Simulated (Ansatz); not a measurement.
NbN in space group P6/mmm (No. 191; N on 3f, Nb on 1a, Nb on 2d) under volume change, plane-wave PAW PBE (Ansatz code), shape and atoms relaxed at each volume.

| V (Å³/atom) | E − E(relaxed) (meV/atom) | P (GPa) |
|---|---|---|
| 10.646 | 90.1 | 29.79 |
| 10.997 | 37.9 | 18.26 |
| 11.348 | 8.9 | 8.40 |
| 11.699 | 0.0 | -0.02 |
| 12.049 | 8.1 | -7.21 |
| 12.400 | 30.8 | -13.36 |
| 12.751 | 66.0 | -18.60 |

Task: What does a third-order Birch–Murnaghan fit give for V₀, B₀ and B′?

Result: V₀ = 11.70 Å³/atom, B₀ = 259 GPa, B′ = 4.2.

The cell is a constructed one: a structure type filled with these elements; neither database checked (COD, Materials Project) lists it. It is not the phase usual at ambient conditions (space group No. 225). The PBE relaxation kept the symmetry of its start; its stability against distortions is not shown here. No spin polarisation was allowed.

Potentials: the later of the program's two PAW sets.
